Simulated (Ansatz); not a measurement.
**RbGdS2 in the NaFeO2-type structure**

All numbers are calculated (PBEsol+U, U = 7.0 eV, J = 0.9 eV (Liechtenstein form) on Gd f, fully localised double counting, collinear spin, scalar-relativistic, 420 eV, PAW set soft_2 (made for PBE), 5×5×5 mesh, Gaussian smearing of 0.05 eV) with the plane-wave PAW code Ansatz.

```
CELL_PARAMETERS angstrom
2.07075 1.19555 7.51762
-2.07075 1.19555 7.51762
0.00000 -2.39110 7.51762
ATOMIC_POSITIONS crystal
Rb 0.50000 0.50000 0.50000
Gd 0.00000 0.00000 0.00000
S 0.26670 0.26670 0.26670
S 0.73330 0.73330 0.73330
```

The cell is an idealised prototype at the compound's measured volume; the real structure may be a distorted variant.

Cell and atoms stay fixed. Atoms count from 1 in the text and from 0 in parts of the program's output.

Two runs on this cell converged from different starts. The ends of their outputs, energies left out (λ are the eigenvalues of a shell's occupation matrix):

Run A:

```
Magnetization: 7.0000 μB (23.0000 up, 16.0000 down)
Absolute magnetization: 7.1907 μB (∫|ρ↑−ρ↓|, with the PAW one-centre terms)
Per-site moments (μB) at R_I (Å): [(-0.00182, 1.35606), (6.99069, 1.16495), (-0.03921, 1.16495), (-0.03921, 1.16495)]
Fermi energy:    7.309581 eV
--- Forces (eV/Å), atoms counted from 1 ---
  atom   1  Rb     0.00000000     0.00000000     0.00000000
  atom   2  Gd     0.00000000     0.00000000     0.00000000
  atom   3  S      0.00000000     0.00000000     0.38541081
  atom   4  S      0.00000000     0.00000000    -0.38541081
--- Stress (GPa, compression-positive) ---
       -2.381482       0.000000       0.000000
        0.000000      -2.381482       0.000000
        0.000000       0.000000      -1.191924
  P = ⅓ Tr σ = -1.9850 GPa (-19.850 kbar)
--- Löwdin populations: 4 sites ---
  site symbol       q [e]    m [muB]
     0     Rb      8.2510    -0.0019
     1     Gd     17.3388     7.0903
     2      S      6.6403    -0.0473
     3      S      6.6403    -0.0473
--- Occupation matrices: 1 shell (run DFT+U table (all-electron-ortho-atomic); ε = 1.44e-3) ---
  Gd1 f_4F up     Tr n = 6.9975  λ = 0.999 0.999 1.000 1.000 1.000 1.000 1.000
  Gd1 f_4F dn     Tr n = 0.0335  λ = 0.000 0.002 0.002 0.003 0.008 0.008 0.010
```

Run B:

```
Magnetization: 5.0000 μB (22.0000 up, 17.0000 down)
Absolute magnetization: 5.2359 μB (∫|ρ↑−ρ↓|, with the PAW one-centre terms)
Per-site moments (μB) at R_I (Å): [(-0.00142, 1.35606), (4.99653, 1.16495), (-0.02765, 1.16495), (-0.02765, 1.16495)]
Fermi energy:    7.337164 eV
--- Forces (eV/Å), atoms counted from 1 ---
  atom   1  Rb     0.00000000     0.00000000     0.00000000
  atom   2  Gd     0.00000000     0.00000000     0.00000000
  atom   3  S      0.00000000     0.00193000     0.40663429
  atom   4  S      0.00000000    -0.00193000    -0.40663429
--- Stress (GPa, compression-positive) ---
       -2.474984       0.000000       0.000000
        0.000000      -2.485182      -0.009850
        0.000000      -0.010375      -1.290724
  P = ⅓ Tr σ = -2.0836 GPa (-20.836 kbar)
--- Löwdin populations: 4 sites ---
  site symbol       q [e]    m [muB]
     0     Rb      8.2509    -0.0015
     1     Gd     17.3446     5.0654
     2      S      6.6380    -0.0339
     3      S      6.6380    -0.0339
--- Occupation matrices: 1 shell (run DFT+U table (all-electron-ortho-atomic); ε = 2.00e-2, under-converged) ---
  Gd1 f_4F up     Tr n = 6.0072  λ = 0.009 0.999 0.999 1.000 1.000 1.000 1.000
  Gd1 f_4F dn     Tr n = 1.0316  λ = 0.002 0.003 0.003 0.004 0.009 0.011 0.999
```

Problem. Which run lies higher in energy, by how much, and why?

Solution. Run B, by 384.6 meV/atom. Run B has a gap of 2.07 eV and a whole-number cell moment of 5 μB, as a collinear insulator must have; run A has a gap of 2.01 eV and a whole-number cell moment of 7 μB, as a collinear insulator must have. Run B kept 4 symmetry operations, run A 12. Flag on run B: occupations loosely converged. On Gd2, N↑ − N↓ is 4.98 in size in run B against 6.96 in run A: with fewer parallel spins, run B lacks part of the exchange energy behind Hund's first rule. The Hubbard term of the energy is 0.11 eV per cell in run A and -1.43 eV in run B. Of the difference of 1.54 eV per cell, the Hubbard term gives -1.54 eV and all other terms 3.07 eV, so the other terms decide the order against the Hubbard term. In the Liechtenstein form the double counting takes out a Hund's exchange of the size of J, which can exceed what the functional holds; that favours the lower spin, so the cost of lowering it is probably understated. The other terms are taken on each state's own density, so they aren't the result of a run without U.

With one Gd ion in the cell, Gd moments can't oppose each other.

In the lower state the fixed cell carries a pressure of -2.0 GPa and forces up to 0.39 eV/Å; relaxing would change energies and could change the order of close states.

Run B started from: random orbitals: single harmonics, lower spin (6+1 electrons), moments Gd2 5.00 μB, occupations held for 12 iterations. Run A started from: typed shells with each spin channel wholly full or empty (7+0 electrons), moments Gd2 7.00 μB, occupations held for 12 iterations. At this level the cell was started in 7 ways. Run A holds the lowest state found for this cell, which doesn't make it the ground state. Spin–orbit coupling is left out. U is one value of a scan, not fitted to this compound, so the states needn't resemble the real material's. The program marks an occupation table as loosely converged. A gap on the mesh alone may shrink between mesh points.
